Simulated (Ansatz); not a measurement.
Starting cell, HfO2 (tetragonal-ZrO2 type, space group P4_2/nmc):

```
HfO2
1.0
    3.60482     0.00000     0.00000
    0.00000     3.60482     0.00000
    0.00000     0.00000     5.26502
Hf O
2 4
Direct
  0.00000   0.00000   0.00000
  0.50000   0.50000   0.50000
  0.00000   0.50000   0.19324
  0.00000   0.50000   0.69324
  0.50000   0.00000   0.30676
  0.50000   0.00000   0.80676
```

In this cell atom 4 (O, nearest neighbour Hf at 2.070 Å; its periodic images, 3.6 Å or more away, move with it) is moved by u·(1.000, 0.000, 0.000) + v·(0.000, 1.000, 0.000); the rest is frozen.

All values below come from PBE (plane waves to 420 eV, PAW, scalar-relativistic; Ansatz, a quantum-chemistry and plane-wave program). k mesh 7×7×5 (Γ-centred), Fermi-Dirac smearing 0.05 eV. The energy includes the smearing's −TS. Points where atoms come too close for the PAW data are left out (x in tables, blank in figures). HfO2 is run without spin polarisation. HfO2 was relaxed with its symmetry unable to fall. Spin-orbit coupling is left out, though Hf is heavy. The PAW data are Ansatz's earlier set. This is a high-temperature form of HfO2. ΔE is measured from the undisplaced structure. Axes are in Å.

Q: What ΔE (meV/cell) does the calculation give at all points of the grid u = -0.520, -0.347, -0.173, 0.000, 0.173, 0.347, 0.520 by v = -0.520, -0.347, -0.173, 0.000, 0.173, 0.347, 0.520?

A: ΔE (meV/cell), with u across and v down:

| v \ u | -0.520 | -0.347 | -0.173 | 0.000 | 0.173 | 0.347 | 0.520 |
|---|---|---|---|---|---|---|---|
| -0.520 | x | 1851 | 1053 | 806 | 1053 | 1851 | x |
| -0.347 | x | 1437 | 590 | 333 | 590 | 1437 | x |
| -0.173 | x | x | 347 | 79 | 347 | x | x |
| 0.000 | x | x | 272 | 0 | 272 | x | x |
| 0.173 | x | x | 347 | 79 | 347 | x | x |
| 0.347 | x | 1437 | 590 | 333 | 590 | 1437 | x |
| 0.520 | x | 1851 | 1053 | 806 | 1053 | 1851 | x |

(A displaced cell: forces are minus the slopes of the energy, force constants its curvatures, and phonons follow from these.)
